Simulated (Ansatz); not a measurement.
KTaO$_{3}$ (cubic perovskite)

```yaml
crystal:
  lattice:
    - [3.98532, 0.00000, 0.00000]
    - [0.00000, 3.98532, 0.00000]
    - [0.00000, 0.00000, 3.98532]
  atoms:
    - { symbol: K, position: [0.00000, 0.00000, 0.00000] }
    - { symbol: Ta, position: [0.50000, 0.50000, 0.50000] }
    - { symbol: O, position: [0.00000, 0.50000, 0.50000] }
    - { symbol: O, position: [0.50000, 0.50000, 0.00000] }
    - { symbol: O, position: [0.50000, 0.00000, 0.50000] }
```

The relaxed cell is deformed in two ways at once: its volume V is scaled, and at that volume it is stretched along z (the c axis of the conventional cell) so that c/a changes. Fractional atomic positions are held.

The numbers are results of PBEsol (plane waves to 420 eV, PAW, scalar-relativistic; Ansatz, an electronic-structure program), not measurements. k mesh 8×8×8 (Γ-centred), Fermi-Dirac smearing 0.05 eV. E stands for the smeared free energy. KTaO3 is run without spin polarisation. KTaO3 was relaxed with its symmetry unable to fall. Spin-orbit coupling is left out, though Ta is heavy.

Changes of ΔE (meV/atom) from the point V/V₀ = 1.000, (c/a)/(c/a)₀ = 1.000 when one coordinate moves alone (two changes are said to add if the coupling is within 5 % of the smaller one, nearly so within 20 %):

| point | change |
|---|---|
| V/V₀ = 1.000, (c/a)/(c/a)₀ = 0.880 | 185.65 |
| V/V₀ = 1.000, (c/a)/(c/a)₀ = 0.940 | 40.33 |
| V/V₀ = 0.920, (c/a)/(c/a)₀ = 1.000 | 59.68 |
| V/V₀ = 0.960, (c/a)/(c/a)₀ = 1.000 | 13.82 |
| V/V₀ = 1.040, (c/a)/(c/a)₀ = 1.000 | 11.99 |
| V/V₀ = 1.080, (c/a)/(c/a)₀ = 1.000 | 44.61 |
| V/V₀ = 1.000, (c/a)/(c/a)₀ = 1.060 | 31.99 |
| V/V₀ = 1.000, (c/a)/(c/a)₀ = 1.120 | 116.42 |

### Question
What is the change at V/V₀ = 0.960, (c/a)/(c/a)₀ = 1.120, where both move, and how far is it from the sum?

### Answer
The sum of the single changes is 13.82 + (116.42) = 130.24; the calculation gives 146.15, so the coupling contributes 15.91 (over 20 % of the smaller single change, not additive).

### Question
Do the two effects add at V/V₀ = 0.960, (c/a)/(c/a)₀ = 0.940? Give the computed change.

### Answer
The sum of the single changes is 13.82 + (40.33) = 54.15; the calculation gives 59.17, so the coupling contributes 5.02 (over 20 % of the smaller single change, not additive).

### Question
Do the two effects add at V/V₀ = 1.080, (c/a)/(c/a)₀ = 0.880? Give the computed change.

### Answer
The sum of the single changes is 44.61 + (185.65) = 230.26; the calculation gives 192.02, so the coupling contributes -38.24 (over 20 % of the smaller single change, not additive).

(Under strain, the slope of the energy per volume gives the stress and its curvature an elastic modulus.)
